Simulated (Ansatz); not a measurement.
Data:

TaW3:
```xyz
4
Lattice="4.0422 0.0000 0.0000 0.0000 4.0422 0.0000 0.0000 0.0000 4.0422" Properties=species:S:1:pos:R:3 pbc="T T T"
W      0.0000     2.0211     2.0211
W      2.0211     2.0211     0.0000
W      2.0211     0.0000     2.0211
Ta     0.0000     0.0000     0.0000
```

This is the PBEsol-relaxed structure.

Question: All from plane-wave PAW PBEsol (Ansatz code), unless another level is named. Give the formation energy from the elements (no fitted shifts).

Answer: 0.47 eV/atom.

Question: Give the density of states at the Fermi level.

Answer: 1.4 states/eV per atom (mean over ±0.08 eV).

Space group Pm-3m (Cu3Au type). A made-up cell: these elements were put on the sites of a structure type; neither database checked (COD, Materials Project) lists it. Whether it is the stable phase at ambient conditions was not checked. Symmetry was held in the PBEsol relaxation. At this level the phase is mechanically unstable. No spin polarisation was allowed. The references are the lowest solids computed at this level, not always the standard phases. Spin–orbit coupling is left out wherever it is not named.

Potentials: the earlier of the program's two PAW sets. The files were generated under PBE; for other functionals the program regenerates the frozen cores, and for LDA and PBEsol the local potential too.
